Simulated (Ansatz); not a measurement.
Here is an unrelaxed guess for Zr2NbC2.

```yaml
crystal:
  lattice:
    - [3.98855, 0.00000, 0.00000]
    - [-1.99428, 3.45419, 0.00000]
    - [0.00000, 0.00000, 6.77970]
  atoms:
    - { symbol: Zr, position: [0.66667, 0.33333, 0.73834] }
    - { symbol: Zr, position: [0.33333, 0.66667, 0.26166] }
    - { symbol: Nb, position: [0.00000, 0.00000, 0.00000] }
    - { symbol: C, position: [0.66667, 0.33333, 0.36835] }
    - { symbol: C, position: [0.33333, 0.66667, 0.63165] }
```

Theory: DFT PBE, scalar-relativistic, plane waves, PAW (Ansatz). Plane waves to 420 eV, a k mesh through Γ of 6×6×4 on the computed 5-atom cell and Gaussian smearing (0.10 eV); no spin polarisation.

The zero of energy is the elements' standard structures at the same level; no fitted shifts are applied.

Q: Estimate its pressure, forces and energy as it stands.

A: The pressure is -14.2 GPa (the mean over three directions, positive in compression), the largest force is 3.71 eV/Å, and the energy is +1.07 eV/atom against the elements. The shortest distance is 2.41 Å.

Q: Is it a good guess?

A: A poor one: relaxing gains about 1.7 eV/atom (the start's value is from the coarse mesh, so the gain is rough) in 26 ionic steps and ends at −0.65 eV/atom on the finer mesh. The symmetry stays P-3m1 (No. 164). The volume per atom shrinks by 21.1 %, from 18.7 to 14.7 Å³. The shortest distance goes from 2.41 Å (Zr–C) to 2.25 Å (Zr–C). The ratio c/a of the conventional cell changes by a factor of 1.40. Conventional cell: a = 3.292 Å, c = 7.850 Å. Zr has 3 C at 2.25 Å and 3 Nb at 3.13 Å; Nb is surrounded by 6 C at 2.29 Å and 6 Zr at 3.13 Å; around C lie 3 Zr at 2.25 Å and 3 Nb at 2.29 Å.

The last run used a 12×12×6 mesh (in the run's order of axes) for its 5-atom cell and Gaussian smearing of 0.10 eV. The reference form of C is held partly by dispersion forces, which this level lacks. The relaxation can't lower the symmetry of the start, and the grade says only how near the guess is to its own end. A structure relaxed within its symmetry needn't be a true minimum.
